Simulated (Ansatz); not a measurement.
# GaPt, first-principles data

GaPt:
```cif
data_Ga4Pt4
_chemical_formula_sum 'Ga4 Pt4'
_space_group_name_H-M_alt 'P213'
_space_group_IT_number 198
_space_group_name_Hall 'P 2ac 2ab 3'
_cell_length_a 4.91935
_cell_length_b 4.91935
_cell_length_c 4.91935
_cell_angle_alpha 90.000
_cell_angle_beta 90.000
_cell_angle_gamma 90.000
loop_
_atom_site_label
_atom_site_type_symbol
_atom_site_symmetry_multiplicity
_atom_site_Wyckoff_symbol
_atom_site_fract_x
_atom_site_fract_y
_atom_site_fract_z
_atom_site_occupancy
Ga1 Ga 4 a 0.09281 0.09281 0.09281 1
Pt1 Pt 4 a 0.39900 0.39900 0.39900 1
```

Space group P2_13 (No. 198); conventional cell a = b = c = 4.9193 Å, α = β = γ = 90.00°.

Method: DFT-r²SCAN in the program Ansatz with PAW potentials. Geometry: relaxed at this level of theory. Other levels are named where they apply.

Cell and energy:

```
Quantity                                                       Value
-----------------------------------------------------  -------------
Volume per atom                                             14.88 Å³
Density                                                  14.77 g/cm³
Formation energy from the elements (no fitted shifts)  -0.68 eV/atom
```

Electronic structure:

```
Quantity                                                                    Result
------------------------------------  --------------------------------------------
Electronic character                                             metallic (no gap)
Density of states at the Fermi level  0.19 states/eV per atom (mean over ±0.08 eV)
```

The workflow started from a Materials Project entry (that database holds measured and hypothetical structures alike); the Crystallography Open Database copy checked does not list it. With Ga and Pt taken as one species the cell has the higher symmetry Pa-3, so it may be an ordered model of a mixed-site phase. Its standing as an ambient phase is unchecked. The cell was relaxed with r²SCAN under the symmetry of its start; its stability against distortions is not shown here. The run is not spin-polarised. The references are the lowest solids computed at this level, not always the standard phases. Scalar-relativistic: spin–orbit coupling is off unless named, which matters more the heavier the elements.

Potentials: the earlier of the program's two PAW sets.
